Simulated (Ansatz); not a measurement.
PtTeSe₃ placed in the structure of KZnF3 (space group No. 221) was put through Ansatz (plane waves). The starting cell comes from a relaxation with PBEsol.

Starting structure:
```
CELL_PARAMETERS angstrom
4.87823 0.00000 0.00000
0.00000 4.87823 0.00000
0.00000 0.00000 4.87823
ATOMIC_POSITIONS crystal
Te 0.00000 0.00000 0.00000
Pt 0.50000 0.50000 0.50000
Se 0.00000 0.50000 0.50000
Se 0.50000 0.00000 0.50000
Se 0.50000 0.50000 0.00000
```

The output, standing remarks left out:
```
Crystal: 5 atoms, lattice volume = 116.088 Å³
Basis set: ecut = 500 eV, 2945 PW (Γ)
Bands: 50, of which v1, the nominal top of the filled ones, is band 41 counted from 1 (40 counted from 0)
Symmetry: 48 space group operations
Space group: Pm-3m (ITA 221)
k-points: 20 of 216
preconditioner: auto → Kerker (q_TF=auto, 2.575 Å⁻¹)  [metal: Δε(μ)=0.046 eV  σ=0.030 eV  ℏωp=20.1 eV]
rVV10 density: all electrons in the spheres
SCF 1 converged in 9 iterations: F = -35955.080082 eV  dr2 = 8.69e-9
relax step 1: F+E_penalty+E_count = -35955.08008200 eV  P = +1.651 GPa  Ω = 116.088 Å³
SCF 2 converged in 6 iterations: F = -35955.089958 eV  dr2 = 1.79e-7
relax step 2: F+E_penalty+E_count = -35955.08995842 eV  P = -0.448 GPa  Ω = 118.936 Å³
SCF 3 converged in 4 iterations: F = -35955.090934 eV  dr2 = 4.51e-7
relax step 3: F+E_penalty+E_count = -35955.09093427 eV  P = -0.017 GPa  Ω = 118.317 Å³
SCF 4 converged in 7 iterations: F = -35955.091208 eV  dr2 = 9.67e-12
relax step 4: F+E_penalty+E_count = -35955.09120764 eV  P = -0.015 GPa  Ω = 118.317 Å³  (SCF on a basis re-selected at this cell)
Free energy (F): -35955.091208 eV
Internal energy: -35955.080002 eV  (E = F + TS)
E sigma→0 (E₀):  -35955.085605 eV
Entropy (-TS):   -0.011206 eV (-2.241 meV/atom)
Fermi energy:    10.254261 eV
--- Forces (eV/Å), atoms counted from 1 ---
  atom   1  Te      0.00000      0.00000      0.00000
  atom   2  Pt      0.00000      0.00000      0.00000
  atom   3  Se      0.00000      0.00000      0.00000
  atom   4  Se      0.00000      0.00000      0.00000
  atom   5  Se      0.00000      0.00000      0.00000
--- Stress (GPa, compression-positive) ---
       -0.015176       0.000000       0.000000
        0.000000      -0.015176       0.000000
        0.000000       0.000000      -0.015176
  P = ⅓ Tr σ = -0.0152 GPa (-0.152 kbar)
--- Relaxed structure (3 steps of the walk, 3 accepted, 1 SCFs on fresh bases) ---
  F+E_penalty+E_count = -35955.09120764 eV
  cell:  # Å, volume = 118.3166 Å³
    - [4.909250, 0.000000, 0.000000]
    - [0.000000, 4.909250, 0.000000]
    - [0.000000, 0.000000, 4.909250]
  atoms:
    - { symbol: Te, position: [0.000000, 0.000000, 0.000000] }
    - { symbol: Pt, position: [0.500000, 0.500000, 0.500000] }
    - { symbol: Se, position: [0.000000, 0.500000, 0.500000] }
    - { symbol: Se, position: [0.500000, 0.000000, 0.500000] }
    - { symbol: Se, position: [0.500000, 0.500000, 0.000000] }
```

Question: Which of these blocks stood in the input: relax, gw, phonons, dielectric, magnetization (spin_orbit)?

Answer: relax. The relax steps with a changing cell volume need the relax block with cell.

Question: Which k mesh was typed?

Answer: 6×6×6, Γ-centred.

Question: How were the bands filled?

Answer: With smearing of width σ = 0.03 eV (Fermi-Dirac in this run).

Question: Which functional?

Answer: r2SCAN+rVV10. The cutoff of 500 eV is the one that these potentials recommend for a meta-GGA. Close relatives of this functional can't be ruled out from these lines alone.

Command: `ansatz run input.yaml --threads 2 --pin off --max-ram 2211MiB --backend cpu --events-out ev --progress --plain --runs-dir out`. It took 42 s on 2 threads of Arm Neoverse V1, with other jobs on the host, load about 0.4 per core; peak host memory 0.92 GiB.

No spin polarisation. The prototype was imposed, so other structures may be more stable.

Where bands overlap, v1 and c1 are numbered by the electron count and aren't everywhere filled or empty.
